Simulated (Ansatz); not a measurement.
Relaxed-ion elastic tensor of TiAs (CsCl type, space group No. 221) in GPa (Voigt order), r²SCAN (plane waves, PAW; program Ansatz); density 6.32 g/cm³, 16.13 Å³ per atom.

```
  139    124    124    0.0    0.0    0.0
  124    139    124    0.0    0.0    0.0
  124    124    139    0.0    0.0    0.0
  0.0    0.0    0.0  -12.3    0.0    0.0
  0.0    0.0    0.0    0.0  -12.3    0.0
  0.0    0.0    0.0    0.0    0.0  -12.3
```

Is the crystal mechanically stable?

No: the smallest eigenvalue of C is -12.3 GPa.

Space group Pm-3m (CsCl type). The cell is a constructed one: a structure type filled with these elements; neither database checked (COD, Materials Project) lists it. COD files the formula under space group No. 194, so this cell is another polymorph or a model. Its standing as an ambient phase is unchecked. The r²SCAN relaxation kept the symmetry of its start. At this level the phase is mechanically unstable. No spin polarisation was allowed. As this level gives no gap, shear constants depend on the k-mesh and smearing (Fermi–Dirac, 0.1 eV here).

Potentials: the earlier of the program's two PAW sets.
